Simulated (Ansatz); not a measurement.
A surface is cut from this relaxed crystal of Hf:

```
Hf
1.0
     3.16023    0.00000    0.00000
    -1.58012    2.73684    0.00000
     0.00000    0.00000    4.99622
Hf
2
Direct
  0.33333 0.66667 0.75000
  0.66667 0.33333 0.25000
```

Miller indices refer to the conventional cell of P6_3/mmc (No. 194), a = 3.160 Å, b = 3.160 Å, c = 4.996 Å, α = 90.00°, β = 90.00°, γ = 120.00°.

Consider the (100) slab of 8 planes, 9.1 Å thick with 15 Å of vacuum as cut; outer planes Hf (top) and Hf (bottom), all atoms relaxed.

The calculation used Ansatz 0.2.0, DFT PBEsol, scalar-relativistic, plane waves, PAW. Settings: cutoff 420 eV, Γ-centred mesh 11×7×1 on the computed 8-atom cell, Gaussian smearing of 0.10 eV; no spin polarisation. A dipole correction removes the field between periodic images along c.

The slab's inner planes relax by over 3 % too, so it holds no bulk-like region.

**Question.** Predict the surface energy (mean of both faces).

**Answer.** 2.04 J/m².

**Question.** Give the work function.

**Answer.** 3.98 eV.

**Question.** The top two planes lie 0.912 Å apart in the bulk. How does relaxation change this?

**Answer.** The spacing becomes 0.868 Å (-4.8 %).

With no bulk-like middle, the error of these values can't be bounded.

Spin-orbit coupling is left out, which matters for the bands of heavy elements.

Worked out: the slab's 8 atoms lie 4.019 eV above the same atoms in the bulk. Shared over two faces of 15.79 Å² this is 127.3 meV/Å², and 1 eV/Å² is 16.02 J/m², which gives 2.04 J/m². The cut crosses 6 bonds a cell (neighbours within 10 % of the shortest distances), so each costs 0.67 eV on this count. The top spacing shrinks by 4.8 %, as is usual at a metal's surface, where atoms that lost neighbours bind closer to those left.
